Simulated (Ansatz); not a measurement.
A geometry of AlNi away from equilibrium: the start of the relaxation of a generated cell, AlNi placed in the AFLOW prototype AB_hP6_154_a_b (B9, as in HgS). Level of theory: PBE (plane waves to 420 eV, PAW, scalar-relativistic; Ansatz, a quantum-chemistry and plane-wave program). Γ-centred k-mesh 11×11×5 on the run's cell (coarser than for final values), Fermi–Dirac smearing 0.05 eV.

```xyz
6
Lattice="3.3505 0.0000 0.0000 -1.6753 2.9016 0.0000 0.0000 0.0000 7.6759" Properties=species:S:1:pos:R:3:forces:R:3 pbc="T T T" free_energy=-19125.036 pressure_GPa=46.6
Ni     2.4117     0.0000     5.1172   -0.3027    0.0000    0.0000
Ni    -1.2058     2.0886     2.5586    0.1514   -0.2622    0.0000
Ni     0.4694     0.8130     0.0000    0.1514    0.2622    0.0000
Al     1.6381     0.0000     1.2793    7.9177    0.0000    0.0000
Al    -0.8190     1.4186     6.3966   -3.9589    6.8569    0.0000
Al     0.8562     1.4830     3.8379   -3.9589   -6.8569    0.0000
```

Positions in Å, forces in eV/Å, free energy of the cell in eV (comparable only within this code, potentials and settings). Largest force: 7.92 eV/Å, on Al4, Al5, Al6 (atoms numbered as listed); the geometry lies 1.76 eV/atom above the end of its relaxation.

Spin-polarised start, with parallel moments on Ni.

No spin polarisation in the result: the starting moments vanished. A magnetic state may lie lower.

The run could not lose the symmetry of its start.
